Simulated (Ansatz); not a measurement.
**Computed properties of SiGe**

SiGe:
```yaml
crystal:
  lattice:
    - [1.96198, 1.13275, 6.39888]
    - [-1.96198, 1.13275, 6.39888]
    - [0.00000, -2.26550, 6.39888]
  atoms:
    - { symbol: Si, position: [0.93881, 0.93881, 0.93881] }
    - { symbol: Si, position: [0.06119, 0.06119, 0.06119] }
    - { symbol: Ge, position: [0.43599, 0.43599, 0.43599] }
    - { symbol: Ge, position: [0.56401, 0.56401, 0.56401] }
```

Space group R-3m (No. 166); conventional cell a = 3.9240 Å, b = 3.9240 Å, c = 19.1966 Å, α = 90.00°, β = 90.00°, γ = 120.00°.

Method: r²SCAN in the plane-wave PAW code Ansatz. The cell and atoms are relaxed at this level. Other levels are named where they apply.

### Cell and energy

```json
{
  "volume_per_atom": "21.33 Å³",
  "density": "3.92 g/cm³",
  "Formation energy from the elements (no fitted shifts)": "8 meV/atom"
}
```

### Electronic structure

```json
{
  "band_gap": "0.65 eV (indirect)",
  "valence_band_maximum": "at Γ",
  "conduction_band_minimum": "at F (3 equivalent valleys)",
  "smallest_direct_gap_on_the_standard_path": "1.24 eV",
  "electron_effective_mass": "0.11, 0.22, 1.3 mₑ (principal values)",
  "Electron effective mass with spin–orbit coupling": "0.11, 0.22, 1.3 mₑ (principal values)",
  "Weight of the conduction-edge state by species (Voronoi cells)": "Si 55 %, Ge 45 %",
  "Hole effective mass, band 1 of 2 at the edge": "0.34 along x, 0.56 along z (mₑ)",
  "Hole effective mass, band 2 of 2 at the edge": "0.070 along x, 0.56 along z (mₑ)",
  "Hole effective mass with spin–orbit coupling": "0.12 along x, 0.55 along z (mₑ)",
  "Weight of the valence-edge state by species (Voronoi cells)": "Ge 51 %, Si 49 %",
  "HSE06 gap on the r²SCAN cell": "1.01 eV",
  "Gap with spin–orbit coupling": "0.59 eV"
}
```

### Mechanics

```json
{
  "Bulk modulus (Birch–Murnaghan fit)": "84.3 GPa",
  "Pressure derivative B′": "4.5",
  "Elastic constants (relaxed ions, GPa)": "C11 = 178, C12 = 43.5, C13 = 33.4, C14 = -13.1, C33 = 185, C44 = 57.0",
  "mechanical_stability": "stable (all eigenvalues of C positive)",
  "hill_bulk_and_shear_moduli": "84.6 and 63.3 GPa",
  "Young's modulus": "152 GPa",
  "Poisson's ratio": "0.20",
  "debye_temperature_from_the_elastic_constants": "476 K"
}
```

### Charges

```json
{
  "bader_charges": "Si +0.28, Ge -0.28 e"
}
```

The start of the workflow was typed in or built on a structure type; neither database checked (COD, Materials Project) lists it. Its standing as an ambient phase is unchecked. The r²SCAN relaxation kept the symmetry of its start; its stability against distortions is not shown here. The references are the lowest solids computed at this level, not always the standard phases. Scalar-relativistic: spin–orbit coupling is off unless named, which matters more the heavier the elements.

Potentials: the earlier of the program's two PAW sets.
